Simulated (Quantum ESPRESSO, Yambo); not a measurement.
**Cs2NaYF6: DFT and GW levels**

```cif
data_Cs2F6NaY
_chemical_formula_sum 'F6 Na1 Y1 Cs2'
_space_group_name_H-M_alt 'P 1'
_space_group_IT_number 1
_cell_length_a 6.50638
_cell_length_b 6.50638
_cell_length_c 6.50638
_cell_angle_alpha 60.000
_cell_angle_beta 60.000
_cell_angle_gamma 60.000
loop_
_space_group_symop_operation_xyz
  'x, y, z'
loop_
_atom_site_label
_atom_site_type_symbol
_atom_site_fract_x
_atom_site_fract_y
_atom_site_fract_z
_atom_site_occupancy
F1 F 0.76072 0.76072 0.23928 1
F2 F 0.23928 0.23928 0.76072 1
F3 F 0.23928 0.76072 0.76072 1
F4 F 0.76072 0.23928 0.23928 1
F5 F 0.76072 0.23928 0.76072 1
F6 F 0.23928 0.76072 0.23928 1
Na1 Na 0.50000 0.50000 0.50000 1
Y1 Y 0.00000 0.00000 0.00000 1
Cs1 Cs 0.25000 0.25000 0.25000 1
Cs2 Cs 0.75000 0.75000 0.75000 1
```

The geometry is that of Materials Project entry mp-13925, symmetrised and not relaxed again.

Starting point: LDA (pw.x of Quantum ESPRESSO, ONCV potentials, without SOC). G0W0 in Yambo: 2×2×2 Γ-centred k mesh, bands 2 to 286 and a 7 Ry block in the screening, 286 bands in G with the Bruneval-Gonze terminator, plasmon pole fitted at 27.2 eV.

The LDA gap along the band path is 6.54 eV, the LDA gap between the mesh's edge points (Γ → Γ) is 6.54 eV and the G0W0 gap between the same points comes out as 10.26 eV.

```csv
k point,band,E LDA (eV),E QP (eV),shift (eV),Z
Γ,VB,0.00,-2.23,-2.23,0.80
Γ,CB,6.54,8.03,1.49,0.89
L,VB,-0.12,-2.35,-2.23,0.80
L,CB,8.06,10.28,2.23,0.87
```

Energies count from the LDA valence-band maximum.

Nearest settings tried, and what they do to the gap: 224 bands in W, 224 bands in G: +34 meV; 6 Ry block (339 vectors against 459): +17 meV; 1×1×1 mesh: -52 meV. So the settings aren't converged at that level. The k mesh is coarse.
